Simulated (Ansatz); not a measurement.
Theory: DFT PBE, scalar-relativistic, plane waves, PAW (Ansatz 0.2.0). All cells share a 420 eV cutoff and Γ-centred k meshes spaced at most about 0.3 Å⁻¹ (about 0.25 or finer for metals, 2π included). No spin polarisation in the final relaxations.

Temperature and zero-point effects are left out.

Compare these two cells of CaH, each relaxed at this level.

1.

```xyz
4
Lattice="3.7157 0.0000 0.0000 -1.8579 3.2179 0.0000 0.0000 0.0000 5.7979" Properties=species:S:1:pos:R:3 pbc="T T T"
Ca    0.0000    2.1453    4.3485
Ca    1.8579    1.0726    1.4495
H     0.0000    0.0000    0.0000
H     0.0000    0.0000    2.8990
```

2.

```xyz
2
Lattice="0.0000 2.5728 2.5728 2.5728 0.0000 2.5728 2.5728 2.5728 0.0000" Properties=species:S:1:pos:R:3 pbc="T T T"
Ca    2.5728    2.5728    2.5728
H     0.0000    0.0000    0.0000
```

Task: Which form is favoured at zero pressure, and by what margin per atom?

Result: Cell 1 is lower, by 53 meV/atom. Cell 1 has the anti-nickel arsenide type, space group P6_3/mmc (No. 194), 17.3 Å³/atom and no gap on its mesh; cell 2 has the rock salt type, space group Fm-3m (No. 225), 17.0 Å³/atom and no gap. Counting H atoms around Ca (those within 1.25 times the shortest such distance or 1.15 times the sum of covalent radii), cell 1 and cell 2 both have Ca 6. Both come from invented guesses.

With hydrogen, zero-point motion can shift such differences by 10 meV/atom or more. A magnetic state wasn't ruled out in cells without spin, among them Fm-3m. Cells relaxed within their symmetry can be saddle points.
